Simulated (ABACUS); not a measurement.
Input and output of a self-consistent single point for Si2W (I4/mmm, 3 atoms in the cell; from Materials Project mp-1620, lattice scaled a little) (ABACUS).

Computed with AM05, numerical atomic orbitals DZP (confined pseudo-atomic orbitals; energy shift 0.01 Ry), PseudoDojo 0.5 standard norm-conserving PBE (tails mended) pseudopotentials (ABACUS).

```xyz
3
Lattice="-1.6389 1.6389 3.9775 1.6389 -1.6389 3.9775 1.6389 1.6389 -3.9775" Properties=species:S:1:pos:R:3 pbc="T T T"
Si     0.0000     0.0000     2.6648
Si     0.0000     0.0000     5.2901
W      0.0000     0.0000     0.0000
```

Reference input (self-consistent single point, DFT, PBE, numerical atomic orbitals DZP (confined pseudo-atomic orbitals; energy shift 0.01 Ry), PseudoDojo 0.5 standard norm-conserving PBE (tails mended) pseudopotentials): basis = DZP numerical atomic orbitals, energy shift 0.01 Ry; KPT = Gamma 10 10 10 0 0 0; basis_type = lcao; dft_functional = PBE; ecutwfc = 100 Ry; smearing_method = fd; smearing_sigma = 0.00734986 Ry; potentials = PseudoDojo 0.5 standard norm-conserving PBE (tails mended); symmetry = 1; symmetry_prec = 1e-05; ks_solver = genelpa; scf_nmax = 100. This run's input differs from it in these lines:

```diff
@@ -6,3 +6,3 @@
 orbital_dir          ./
-dft_functional       PBE
+dft_functional       GGA_X_AM05+GGA_C_AM05
 ecutwfc              100.0
```

Log, with long lists cut:

```
 SELF-CONSISTENT
 -------------------------------------------

                  longest orb rcut (Bohr) = 6.9
   longest nonlocal projector rcut (Bohr) = 2.06
                     search radius (Bohr) = 17.9

                          real space grid = [ 60, 60, 60 ]
                                 init_chg = atomic

 LCAO ALGORITHM --------------- ION=   1  ELEC=   1--------------------------------

 Density error is 0.0605205460009
 E_KohnSham     -168.2160813894      -2288.6972021280
 E_Fermi        1.1659577213         15.8636686370

 LCAO ALGORITHM --------------- ION=   1  ELEC=   2--------------------------------

   [... lines left out ...]

   [... 5 blocks of this kind left out ...]

 LCAO ALGORITHM --------------- ION=   1  ELEC=   8--------------------------------

 Density error is 1.79391194026e-07
 E_KohnSham     -168.2188487932      -2288.7348545882
 E_Fermi        1.1519412871         15.6729652663

 LCAO ALGORITHM --------------- ION=   1  ELEC=   9--------------------------------

 Density error is 3.15922978326e-08
 E_KohnSham     -168.2188487933      -2288.7348545898
 E_KS(sigma->0) -168.2183950010      -2288.7286804284
 E_entropy(-TS) -0.0009075847        -0.0123483227
 E_Fermi        1.1519412958         15.6729653839
 charge density convergence is achieved
 final etot is -2288.7348546 eV
 EFERMI = 15.672965384 eV

 STATE ENERGY(eV) AND OCCUPATIONS    NSPIN == 1
   [... 18 lines left out ...]

 TOTAL-FORCE (eV/Angstrom)
                       Si1         0.0000000000         0.0000000000         0.0205619380
                       Si2         0.0000000000         0.0000000000        -0.0205619380
                        W1         0.0000000000         0.0000000000         0.0000000000

 TOTAL-STRESS (KBAR)
      -121.0792018621         0.0000000000         0.0000000000
         0.0000000000      -121.0792018621        -0.0000000000
         0.0000000000         0.0000000000      -101.1738785505
 TOTAL-PRESSURE: -114.444094 KBAR

 --------------------------------------------
 !FINAL_ETOT_IS -2288.7348545897739314 eV
 --------------------------------------------
```

The run converged in 9 iterations. Against the reference run the pressure goes from -6.13 to -11.44 GPa.

The atom-centred basis is finite, which shifts total energies and pressures against plane waves. The potentials were made for another functional than the one used. The structure comes from a collection of computed structures, made at another level of theory; the collection holds predicted forms beside known ones. Its lattice was then scaled. No clean gap shows at this smearing width and mesh (spacing up to 0.27 Å⁻¹); the mesh is coarse for partly filled bands, so the values carry mesh errors.

Cost on one core: roughly 24 core-seconds.

The atomic orbitals were generated for these runs; they are not ABACUS's published sets and were checked against plane waves on a few crystals only.

“Tails mended”: in these copies of the files the far tail of each local potential was reset to the Coulomb form.
